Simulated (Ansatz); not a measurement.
A geometry of Te2Mo away from equilibrium: the start of the relaxation of a generated trial cell of Te2Mo in the 2H-MoS2 structure type. These are r2SCAN (plane waves to 500 eV, PAW, scalar-relativistic; Ansatz, an electronic-structure program) values and carry that method's errors. Γ-centred k-mesh 7×7×2 on the run's cell (coarser than for final values), Fermi–Dirac smearing 0.05 eV.

```xyz
6
Lattice="3.7271 0.0000 0.0000 -1.8635 3.2277 0.0000 0.0000 0.0000 14.4967" Properties=species:S:1:pos:R:3:forces:R:3 pbc="T T T" free_energy=-37916.360 pressure_GPa=-5.7
Mo     0.0000     2.1518     3.6242    0.0000    0.0000    0.0000
Mo     1.8635     1.0759    10.8725    0.0000    0.0000    0.0000
Te     0.0000     2.1518     9.0967    0.0000    0.0000    0.5308
Te     1.8635     1.0759     1.8483    0.0000    0.0000    0.5308
Te     1.8635     1.0759     5.4000    0.0000    0.0000   -0.5308
Te     0.0000     2.1518    12.6484    0.0000    0.0000   -0.5308
```

Positions in Å, forces in eV/Å, free energy of the cell in eV (comparable only within this code, potentials and settings). Largest force: 0.53 eV/Å, on Te3, Te4, Te5, Te6 (atoms numbered as listed); the geometry lies 0.06 eV/atom above the end of its relaxation.

No spin polarisation in the result. No dispersion correction is included, so spacings between layers, chains or molecules are soft and tend to come out too large.

The run could not lose the symmetry of its start; a randomly shaken copy of 6 atoms returns to this structure.
